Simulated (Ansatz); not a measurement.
Ansatz (a quantum-chemistry and plane-wave program) input:

Ansatz 0.2 input:
```yaml
crystal:
  lattice:
    - [2.4696534616, -5.9699810996, 0.0]
    - [2.4696534616, 5.9699810996, 0.0]
    - [0.0, 0.0, 4.074728075]
  atoms:
    - { symbol: Ba, position: [0.8585946327, 0.1414053673, 0.75] }
    - { symbol: Ba, position: [0.1414053673, 0.8585946327, 0.25] }
    - { symbol: Si, position: [0.5578923324, 0.4421076676, 0.75] }
    - { symbol: Si, position: [0.4421076676, 0.5578923324, 0.25] }
kpoints:
  mp_grid: { grid: [9, 9, 10] }
basis: { xc_grid: 2, fft_grid_basis: typed }
hamiltonian:
  xc: pbesol
  pseudopotentials: { kind: paw }
scf:
  occupations: { method: gaussian, width: 0.05 }
checkpoint: { read: metal.run }
output: { write_density: true, elf: true, volumetric_format: npy }
```

Output (shortened):

```
Pseudopotential: Ba, paw, valence charge 10
Pseudopotential: Si, paw, valence charge 4
Functional definition: PBEsol
Crystal: 4 atoms, lattice volume = 120.154 Å³
Basis set: ecut = 420 eV, 2339 PW (Γ), exchange–correlation on 90×90×60 points (8 copies of the dense FFT grid, shifted against one another)
Bands: 22, of which v1, the nominal top of the filled ones, is band 14 counted from 1 (13 counted from 0)
Symmetry: 8 space group operations
Space group: Cmcm (ITA 63), of the structure as read, at distance tolerance 4.9e-5 Å
k-points: 150 of 810
Stability of the state it starts from, as read at its close in the unpolarized treatment …
iter 1 solved again at ethr=7.83e-7 eV; its pass at ethr=3.10e-3 eV (dr2=2.19e-4 eV) is discarded
SCF iter   1: F=—  HF=-12970.202942 eV  |F-HF|=—  |Δ(HF+E_count)|=         —  Δρ=3.82e-7  dr2=1.94e-10  ethr=7.83e-7  ⟨swp⟩=3.3  Hψ=28785  notcnv=0
preconditioner: auto → Kerker (q_TF=auto, 2.140 Å⁻¹)
SCF iter   2: F=—  HF=-12970.202942 eV  |F-HF|=—  |Δ(HF+E_count)|=   1.67e-7  Δρ=1.92e-7  dr2=8.82e-11  ethr=1.00e-12  ⟨swp⟩=7.8  Hψ=16908  notcnv=0
SCF iter   3: F=-12970.202942 eV  HF=-12970.202942 eV  |F-HF|=3.27e-11  |Δ(HF+E_count)|=  9.09e-12  Δρ=1.34e-7  dr2=4.79e-11  ethr=1.00e-12  ⟨swp⟩=1.0  Hψ=7213  notcnv=0
SCF 1 converged in 3 iterations: F = -12970.202942 eV  dr2 = 4.79e-11
SCF converged after 3 iterations
Free energy (F): -12970.202942 eV
Harris-Foulkes:  -12970.202942 eV  (|F-HF|=3.27e-11)
Internal energy: -12970.201112 eV  (E = F + TS)
E sigma→0 (E₀):  -12970.202027 eV
Entropy (-TS):   -0.001831 eV (-0.458 meV/atom)
Fermi energy:    8.644855 eV
--- Per-component energies (eV) ---
  E_band       = -69.290403
  E_kinetic    = 418.621527
  E_local      = -580.794587  (includes V_loc(G=0)·N_el)
  E_nonlocal   = 168.653966
  E_hartree    = 184.416104
  E_xc         = -443.894150
  E_vxc        = -366.065718  (∫ρ·V_xc dr)
  E_paw        = -11278.545279  (= ΣΔE_a)
  E_vpaw       = -78.537802  (= ΣTr[D̂ρ^β])
  E_aug_tail   = 0.000009  (compensation charges beyond the density's cutoff)
  E_ewald      = -1439.024691
  E_core_change = 0.365988  (= ΣΔE_core)
  E_smearing   = -0.001831  (= −TS)
  E_closure    =  0.000000  (closes the sum)
  Σ components = -12970.202942   (vs F -12970.202942, Δ=0.00e0)
  [band-id]    e_kinetic+e_local+e_nonlocal+2·e_hartree+e_vxc+e_vpaw+e_augmentation_tail = -69.290396   (vs E_band -69.290403, Δ=7.38e-6)
--- Band table (eV; the first three rows and the last of 150) ---
  k-point 0: bands = ["-19.3129", "-19.1662", "-5.0818", "-4.6340", "-4.4642", "-4.3871", "-4.1505", "-4.0589", "-0.7219", "3.6777", "6.6829", "6.8534", "7.0866", "7.8725", "9.9235", "10.1023", "10.7741", "11.3287", "11.7388", "11.8680", "12.0733", "12.0913"]
  k-point 1: bands = ["-19.3051", "-19.1654", "-5.0539", "-4.6209", "-4.4587", "-4.4477", "-4.1657", "-4.1437", "-0.6190", "3.6806", "6.2637", "6.6745", "7.2128", "8.4002", "9.5837", "9.8776", "10.9804", "11.0468", "11.3171", "11.6931", "12.0541", "12.2034"]
  k-point 2: bands = ["-19.2835", "-19.1642", "-4.9742", "-4.5984", "-4.5852", "-4.4457", "-4.3543", "-4.2127", "-0.3283", "3.5422", "5.5902", "6.6578", "7.5133", "8.7217", "9.1530", "9.3231", "10.5642", "10.7394", "11.8002", "11.8606", "12.4719", "12.5327"]
  k-point 149: bands = ["-19.1935", "-19.1935", "-5.1621", "-5.1621", "-4.4534", "-4.4534", "-4.2634", "-4.2634", "1.4983", "1.4983", "6.2457", "6.2457", "7.3514", "7.3514", "9.2829", "9.2829", "10.2391", "10.2391", "10.3509", "10.3509", "13.8284", "13.8284"]
```

Cost: about 18 core-seconds (a rough figure) on shared cores.

The workflow started from an entry of the Crystallography Open Database (COD). Whether it is the stable phase at ambient conditions was not checked. The PBEsol relaxation kept the symmetry of its start; its stability against distortions is not shown here. Spin–orbit coupling is left out wherever it is not named.

Potentials: the later of the program's two PAW sets.

Ansatz is a plane-wave DFT program.
